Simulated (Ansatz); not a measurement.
Cu Kα1 powder pattern (kinematic, no thermal factors).
```csv
2θ (°),relative intensity
20.60,100
23.83,2
33.95,59
40.05,53
41.91,28
48.78,37
53.49,22
54.99,2
60.76,23
64.88,16
71.46,20
75.29,15
81.53,10
85.22,6
86.44,7
```

The pattern is computed from a structure relaxed with DFT PBE, scalar-relativistic, plane waves, PAW in Ansatz. Collinear spin, ending at 4.0 μB a primitive cell. Its elements are Al, Cd, O.

Q: Give the structure.

A: Al2CdO6.
Space group Fm-3m (No. 225). a = 7.461 Å, b = 7.461 Å, c = 7.461 Å, α = 90.00°, β = 90.00°, γ = 90.00°
```
atom  site  symmetry       x       y       z
  Al    8c      -43m  0.2500  0.2500  0.7500
  Cd    4a      m-3m  0.0000  0.0000  0.0000
   O   24d      m.mm  0.0000  0.7500  0.7500
```

A pattern alone doesn't exclude other cells with like lines; this is the one computed.

The structure comes from a generated guess; another structure or a mixture of phases may lie lower.
